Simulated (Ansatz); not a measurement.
Pressure against volume in LiRu

The structure comes from a generated guess, relaxed at this level; another structure or a mixture of phases may lie lower.

Level of theory: DFT PBE, scalar-relativistic, plane waves, PAW (Ansatz). Cutoff 420 eV, Γ-centred 14×14×14 mesh (4-atom cell), Gaussian smearing of 0.10 eV, no spin polarisation.

```yaml
crystal:
  lattice:
    - [0.00000, 2.94252, 2.94252]
    - [2.94252, 0.00000, 2.94252]
    - [2.94252, 2.94252, 0.00000]
  atoms:
    - { symbol: Li, position: [0.25000, 0.25000, 0.25000] }
    - { symbol: Li, position: [0.00000, 0.00000, 0.00000] }
    - { symbol: Ru, position: [0.75000, 0.75000, 0.75000] }
    - { symbol: Ru, position: [0.50000, 0.50000, 0.50000] }
```

The cell was set to several volumes, with shape and atoms relaxed at each where symmetry leaves them free. Pressure is positive in compression, and energies count from the lowest row. No row has a gap on its mesh.

```
row  V (Å³/atom)  P (GPa)  ΔE (meV/atom)
  1       11.210    22.80           96.3
  2       11.592        ?              ?
  3       11.975     9.49           21.2
  4       12.357     4.34            4.9
  5       12.739    -0.02            0.0
  6       13.121    -3.71            4.6
  7       13.503    -6.82           17.4
  8       14.013   -10.22           44.7
```

Task: Find B = −V·ΔP/ΔV from rows 4 and 6 and from rows 1 and 3, and from the two its slope B′ and its value B0 at zero pressure.

Result: Rows 4 and 6 give −(12.357 + 13.121)/2 × (-3.71 − (4.34))/(13.121 − 12.357) = 134.2 GPa at a mean pressure of 0.31 GPa. Rows 1 and 3 give −(11.210 + 11.975)/2 × (9.49 − (22.80))/(11.975 − 11.210) = 201.7 GPa at a mean pressure of 16.14 GPa. So B′ = (201.7 − 134.2)/(16.14 − (0.31)) = 4.26 and B0 = 134.2 − 4.26 × (0.31) = 132.9 GPa. A third-order Birch–Murnaghan fit to all the energies gives B0 = 133.5 GPa and B′ = 4.6.

Task: Estimate the pressure and energy of row 2.

Result: From row 5, V0 = 12.739 × (1 + (-0.02)/132.9) = 12.737 Å³/atom. Murnaghan's form P = (B0/B′)·[(V0/V)^B′ − 1] gives (132.9/4.26) × [(12.737/11.592)^4.26 − 1] = 15.40 GPa; the computed pressure is 15.58 GPa, so the estimate is off by -0.18 GPa. The work of compression from row 3, with the mean of the two pressures, gives ΔE = 21.2 + (15.40 + 9.49)/2 × (11.975 − 11.592)/160.2 × 1000 = 51.0 meV/atom (1 eV/Å³ = 160.2 GPa); the computed value is 50.8 meV/atom.

All volumes keep the k mesh of the relaxed cell. Symmetry constrained the relaxation, so the result can be a saddle point.
